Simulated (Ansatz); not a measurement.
One crystal and one scan (energy over volume and axial ratio) at two levels, PBE (plane waves to 420 eV, PAW, scalar-relativistic; Ansatz, a quantum-chemistry and plane-wave program) and PBEsol (plane waves to 420 eV, PAW, scalar-relativistic; Ansatz), each from its own relaxed cell and on its own mesh. The cell shown is that of PBE.

BAs (zinc blende)

```
BAs
1.0
    0.00000     2.40468     2.40468
    2.40468     0.00000     2.40468
    2.40468     2.40468     0.00000
As B
1 1
Direct
  0.75000   0.75000   0.75000
  0.00000   0.00000   0.00000
```

The relaxed cell is deformed in two ways at once: its volume V is scaled, and at that volume it is stretched along z (the c axis of the conventional cell) so that c/a changes. Fractional atomic positions are held.

Energies are smeared free energies. BAs was relaxed with its symmetry unable to fall. The PAW data are Ansatz's earlier set. As the smearing reaches across the gap at some points, the response to shear is sensitive to the k mesh, so small differences along c/a are uncertain. Percentages come from the unrounded values. Both scans cover V/V₀ from 0.920 to 1.080 and (c/a)/(c/a)₀ from 0.880 to 1.120.

```tsv
quantity	PBE	PBEsol	PBE − PBEsol
Lattice constant a (Å)	4.809	4.768	+0.041 (+0.9 %)
Shear modulus C′ = (C11 − C12)/2 (fit, atoms clamped) (GPa)	102	103	-1 (-1 %)
```

PBE gives the higher value for: lattice constant a. They agree on: shear modulus C′ (within 1.5 %). Neither level is exact: the differences show how much the result hangs on the functional.

(Under strain, the slope of the energy per volume gives the stress and its curvature an elastic modulus.)
